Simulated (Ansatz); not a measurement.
The cell below belongs to a search over invented structures; it isn't taken from experiment.

Input and command of a plane-wave DFT calculation in Ansatz:

```yaml
crystal:
  lattice:
    - [5.06931588, 0.0, 0.0]
    - [-2.53465794, 4.39015633, 0.0]
    - [0.0, 0.0, 3.82150525]
  atoms:
    - { symbol: Ti, position: [0.66666667, 0.33333333, 0.0] }
    - { symbol: Ti, position: [0.010165, 0.5050825, 0.5] }
    - { symbol: Ti, position: [0.4949175, 0.5050825, 0.5] }
    - { symbol: Ti, position: [0.4949175, 0.989835, 0.5] }
    - { symbol: Ru, position: [0.0, 0.0, 0.0] }
    - { symbol: C, position: [0.33333333, 0.66666667, 0.0] }
basis:
  ecutwfc: 420
kpoints:
  mp_grid: { grid: [4, 4, 4] }
hamiltonian:
  xc: pbe
scf:
  occupations: { method: gaussian, width: 0.2 }
  lower_state_search: "off"
output:
  forces: true
  stress: true
  eigenvalues: true
relax:
  adjacent_minimum: "off"
  f_tol: 0.08
  max_steps: 16
  cell: { stress_tol: 0.8 }
```

```bash
ansatz run input.yaml --threads 1 --pin off --max-ram 2560MiB --backend cpu --events-out ev --progress --plain --runs-dir out
```

Processor: AMD EPYC (Zen 3), 1 thread, on a host shared with other jobs.

Problem. Estimate time, memory and problem size.

Solution. About 79 s, peak memory 0.39 GiB. It solves 41 bands at 12 k points (after reduction by symmetry) with about 1739 plane waves (on the last cell), in 77 SCF iterations over 12 ionic steps.
